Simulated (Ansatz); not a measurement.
A geometry of Nb away from equilibrium: the start of the relaxation of a relaxed Nb cell displaced along its unstable phonon at q = (½, 0, 0) of its primitive reciprocal cell (120i cm⁻¹), largest move 0.15 Å. Level of theory: PBEsol (plane waves to 420 eV, PAW, scalar-relativistic; Ansatz, a program for electronic structure). Γ-centred k-mesh 13×13×12 on the run's cell (coarser than for final values), Fermi–Dirac smearing 0.05 eV.

```xyz
2
Lattice="5.6670 0.0000 0.0000 -1.4167 2.4539 0.0000 0.0000 0.0000 2.6905" Properties=species:S:1:pos:R:3 pbc="T T T"
Nb     0.0000     0.0000     0.1500
Nb     1.4167     2.4539    -0.1500
```

Problem. Give the Cartesian forces on all atoms (eV/Å).

Solution. 
```tsv
atom	Fx	Fy	Fz
Nb1	0.00	0.00	0.67
Nb2	0.00	0.00	-0.67
```

Problem. What is the pressure?

Solution. -0.6 GPa, compression positive.

Problem. How much energy per atom can still be gained by relaxing?

Solution. 0.44 eV/atom; the path ends in I4/mmm (No. 139).

No spin polarisation in the result.

The run could not lose the symmetry of its start, so the end can be a saddle point.

The end of the path is a generated cell of Nb: the first start was made by placing the elements on the sites of a structure type, and the end was not matched to a known phase here, so it may be hypothetical. Known forms of Nb include space group No. 229.
